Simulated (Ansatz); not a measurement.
Ta$_{2}$CoO$_{6}$:
```
Ta2CoO6
1.0
    4.74699     0.00000     0.00000
    0.00000     4.74699     0.00000
    0.00000     0.00000     9.11746
Ta Co O
4 2 12
Direct
  0.50000   0.50000   0.83065
  0.50000   0.50000   0.16935
  0.00000   0.00000   0.33065
  0.00000   0.00000   0.66935
  0.50000   0.50000   0.50000
  0.00000   0.00000   0.00000
  0.81025   0.81025   0.50000
  0.18975   0.18975   0.50000
  0.68975   0.31025   0.00000
  0.31025   0.68975   0.00000
  0.79552   0.79552   0.82436
  0.20448   0.20448   0.17564
  0.20448   0.20448   0.82436
  0.79552   0.79552   0.17564
  0.70448   0.29552   0.32436
  0.29552   0.70448   0.67564
  0.29552   0.70448   0.32436
  0.70448   0.29552   0.67564
```
The run is spin-polarised; directions of the spins, atom by atom: 0 0 0 0 ↑ ↑ 0 0 0 0 0 0 0 0 0 0 0 0.

Relaxed with r²SCAN. Special points in fractions of this cell's reciprocal vectors: Γ (0.000, 0.000, 0.000); X (0.000, 0.500, 0.000); M (0.500, 0.500, 0.000); Z (0.000, 0.000, 0.500); R (0.000, 0.500, 0.500); A (0.500, 0.500, 0.500).

List the band energies nearest the valence-band maximum at these points for the program Ansatz at the r²SCAN level (PAW).

In eV from the valence-band maximum; about four levels below and three above (degenerate sets whole), none deeper than 8.9 eV; points with the same levels are listed once.

| k | below | above |
|---|---|---|
| Γ ↑ | -1.40 -1.33 -0.74 -0.74 | 2.14 2.57 3.02 |
| X ↑ | -1.00 -1.00 -0.75 -0.75 | 2.57 2.57 2.75 2.75 |
| M ↑ | -1.52 -1.52 -0.80 -0.80 | 3.26 3.26 3.34 3.34 |
| Z ↑ | -1.31 -1.31 -0.86 -0.86 | 2.57 2.57 2.86 2.86 |
| R ↑ | -1.07 -1.07 -0.61 -0.61 | 2.60 2.60 2.62 2.62 |
| A ↑ | -1.39 -1.39 -0.85 -0.85 | 3.07 3.07 3.34 3.34 |
| Γ ↓ | -0.44 -0.28 -0.04 -0.04 | 1.75 1.80 2.10 |
| X ↓ | -0.19 -0.19 -0.11 -0.11 | 1.65 1.65 2.62 2.62 |
| M ↓ | -0.42 -0.42 -0.14 -0.14 | 1.89 1.89 2.22 2.22 |
| Z ↓ | -0.29 -0.29 -0.01 -0.01 | 1.74 1.74 2.21 2.21 |
| R ↓ | -0.20 -0.20 -0.04 -0.04 | 1.61 1.61 2.65 2.65 |
| A ↓ | -0.34 -0.34 -0.14 -0.14 | 1.85 1.85 2.23 2.23 |

Space group P4_2/mnm. The first step of the workflow began from a Materials Project structure, measured or hypothetical; the Crystallography Open Database files this formula in space group No. 136, but the cells were not matched. Its standing as an ambient phase is unchecked. The r²SCAN relaxation kept the symmetry of its start; whether a distortion lowers the energy is not shown. Magnetic state: ferromagnetic, chosen from 2 collinear starts compared on coarse meshes (ties went to the first, and starts can fall back to one state), not a proven ground state. Other orbital occupations within this spin state were not tried. No Hubbard U is applied. Spin–orbit coupling is left out wherever it is not named.

Potentials: the later of the program's two PAW sets.
